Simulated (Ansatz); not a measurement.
A scan (energy over volume and axial ratio; atoms clamped) gave these values. Computed with PBE (plane waves to 420 eV, PAW, scalar-relativistic; Ansatz, a quantum-chemistry and plane-wave program).

- Shear modulus C′ = (C11 − C12)/2 (fit, atoms clamped) = 44 GPa

### Question
Of these crystals, all scanned alike, which one is it?
A. Pt (fcc, Cu type)
B. NiSi₂ (fluorite type, space group Fm-3m)
C. Cu₂O (cuprite type, space group Pn-3m)
D. MgO (rock salt)

### Answer
A, Pt (fcc, Cu type). The others have, for the shear modulus C′ = (C11 − C12)/2: Cu2O 10 GPa, NiSi2 28 GPa, MgO 88 GPa

All were relaxed with their symmetry unable to fall. Cu2O is run without spin polarisation. NiSi2 is run without spin polarisation. Pt is run without spin polarisation. Spin-orbit coupling is left out. The PAW data are Ansatz's earlier set. With partly filled bands, the response to shear is sensitive to the k mesh, so small differences along c/a are uncertain.

(Under strain, the slope of the energy per volume gives the stress and its curvature an elastic modulus.)
